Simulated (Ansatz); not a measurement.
A relaxed cell of ZnGe2N is given with its symmetry left out. The cell was found from a structure generator's guess, not taken from experiment.

These are results of DFT PBE, scalar-relativistic, plane waves, PAW (Ansatz), not measurements. Cutoff 420 eV, Γ-centred mesh, Gaussian smearing, no spin polarisation.

```
Zn Ge N
1.0
     4.78046    0.00000    0.00000
    -2.39023    4.14000    0.00000
     0.00000    0.00000    3.58460
Zn Ge N
1 2 1
Direct
  0.00000 0.00000 0.00000
  0.33333 0.66667 0.50000
  0.66667 0.33333 0.50000
  0.00000 0.00000 0.50000
```

The zero of energy is the elements' standard structures at the same level (N₂ as a molecule); no fitted shifts are applied.

Task: What space group does it have?

Result: P6/mmm (No. 191). Conventional cell: a = 4.780 Å, c = 3.585 Å. Zn has 2 N at 1.79 Å and 12 Ge at 3.29 Å; Ge is surrounded by 3 Ge at 2.76 Å, 3 N at 2.76 Å, 6 Zn at 3.29 Å and 2 Ge at 3.58 Å; N is surrounded by 2 Zn at 1.79 Å and 6 Ge at 2.76 Å.

Task: How far does it lie from the elements in energy?

Result: +0.77 eV/atom. It can't be a ground state, since the elements alone are lower.

Task: Is it a metal?

Result: Yes, bands cross the Fermi level on the 12×12×14 mesh.

The last run used a 12×12×14 mesh (in the run's order of axes) for its 4-atom cell and Gaussian smearing of 0.10 eV. No dispersion correction is applied, so the spacing and binding between layers, chains or molecules are poorly described. An odd number of electrons in the primitive cell allows no gap without spin; a larger cell or a magnetic state could open one. A structure relaxed within its symmetry needn't be a true minimum. Another cell of ZnGe2N relaxed alike, in Pmmm, lies 0.35 eV/atom lower, so this cell isn't the stable form at this level.
